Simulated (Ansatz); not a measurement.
TiO2:
```cif
data_O16Ti8
_chemical_formula_sum 'Ti8 O16'
_space_group_name_H-M_alt 'Pbca'
_space_group_IT_number 61
_space_group_name_Hall '-P 2ac 2ab'
_cell_length_a 5.13561
_cell_length_b 9.19065
_cell_length_c 5.45448
_cell_angle_alpha 90.000
_cell_angle_beta 90.000
_cell_angle_gamma 90.000
loop_
_atom_site_label
_atom_site_type_symbol
_atom_site_symmetry_multiplicity
_atom_site_Wyckoff_symbol
_atom_site_fract_x
_atom_site_fract_y
_atom_site_fract_z
_atom_site_occupancy
Ti1 Ti 8 c 0.13823 0.37103 0.40566 1
O1 O 8 c 0.46463 0.26975 0.38991 1
O2 O 8 c 0.31720 0.48981 0.14911 1
```

Relaxed with r²SCAN.

### Question
Tabulate the valence density and the electron localisation function along the shortest Ti–O contact (1.86 Å), r²SCAN (plane waves, PAW; program Ansatz).

### Answer


| distance from Ti (Å) | density (e/Å³) | ELF |
|---|---|---|
| 0.19 | 10.93 | 0.63 |
| 0.28 | 9.63 | 0.69 |
| 0.37 | 7.91 | 0.74 |
| 0.46 | 5.97 | 0.75 |
| 0.56 | 4.12 | 0.70 |
| 0.65 | 2.61 | 0.58 |
| 0.74 | 1.60 | 0.39 |
| 0.84 | 1.08 | 0.24 |
| 0.93 | 0.92 | 0.24 |
| 1.02 | 1.01 | 0.40 |
| 1.11 | 1.28 | 0.64 |
| 1.21 | 1.76 | 0.78 |
| 1.30 | 2.53 | 0.80 |
| 1.39 | 3.62 | 0.78 |
| 1.49 | 4.96 | 0.70 |
| 1.58 | 6.36 | 0.57 |
| 1.67 | 7.58 | 0.41 |

The density is the valence pseudo-density with augmentation charge, so density and ELF within about 1 Å of a nucleus are not all-electron values.

The cell was relaxed with r²SCAN under the symmetry of its start. The run is not spin-polarised.

Potentials: the earlier of the program's two PAW sets. The files were generated under PBE; for other functionals the program regenerates the frozen cores, and for LDA and PBEsol the local potential too.
